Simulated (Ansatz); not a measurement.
How hard is it to compress?

A comparison from first-principles data. Bulk modulus and its pressure derivative give the pressure that a small compression needs; a soft, simple solid makes a sensitive pressure gauge, a stiff one a good anvil or seat.

The reference row is MgO. Hydrostatic compression by 3 % of the volume (V₀/V = 1.0309), no change of phase.

**Data**

Methods, by column (Ansatz, a plane-wave PAW program): B₀, B₀′: r²SCAN, Birch–Murnaghan fit of energy against volume; volume per atom: r²SCAN, relaxed cell.

Model: linear estimate = B₀ × compression; P = (B₀/B₀′)[(V₀/V)^B₀′ − 1]; modulus under load = B₀ + B₀′P; relative pressure = P/P_ref.

```csv
crystal,B₀ (GPa),B₀′,V (Å³/atom),linear estimate (GPa),Murnaghan pressure (GPa),modulus there (GPa),pressure (relative)
MgB2 (P6/mmm),149,3.5,9.55,4.5,4.785,166,0.88
"LaGa2 (P6/mmm, hP3)",71.6,4.3,23.92,2.1,2.328,81.6,0.43
"MgO (rock salt), reference",167,4.1,9.29,5.0,5.413,189,1.00
ZrB2 (P6/mmm),242,3.9,10.28,7.3,7.819,272,1.44
TiB2 (P6/mmm),257,3.9,8.51,7.7,8.304,289,1.53
```

Runs started from generated or typed cells of the structure named: MgO; TiB2. Not checked to be the ambient phase: LaGa2 (P6/mmm, hP3). Spin–orbit coupling is left out unless named.

**Worked example**

Arithmetic for LaGa2 (P6/mmm, hP3):

- linear estimate: 71.6 × 3/100 = 2.1 GPa
- P = (71.6/4.3) × (1.0309^4.3 − 1) = 2.328 GPa
- modulus there: 71.6 + 4.3 × 2.328 = 81.6 GPa
- relative pressure: 2.328/5.413 = 0.43

**Result**

By relative pressure (highest first): TiB2 (1.53 ± 0.077) ≈ ZrB2 (1.44 ± 0.073), MgO (1.00 ± 0.050), MgB2 (0.88 ± 0.045), LaGa2 (P6/mmm, hP3) (0.43 ± 0.022). The ± follows from allowances picked for this note (B₀ 5 %, B₀′ 0.4), carried to first order and added in quadrature, each row's own inputs moving alone; ≈ joins neighbours closer than their two ± added in quadrature.

**Caveats**

B₀′ is the least certain number of such a fit, often by half a unit. Where several phases of a formula are at hand, those over 0.1 eV/atom above the lowest were not drawn (by r²SCAN where it compared them, else by the largest value; a layered or molecular lowest phase counts only with a dispersion term); other phases could lie lower still. The rows are a sample and no shortlist: familiar crystals first, some related and some not, whatever their agreement with measurement; tables with many equal figures were not kept. Limits of the draw: no layered crystals, B₀′ of 2 to 8; no unfamiliar magnets, and cubic perovskites only if shown or known to be stable. As a rule kept out of such tables: 4f compounds, open-shell compounds run without a Hubbard term, cells found unstable in the tests at hand, cells close to a higher symmetry, and runs set to a pressure or over 12 % in volume from the crystal's fullest run.
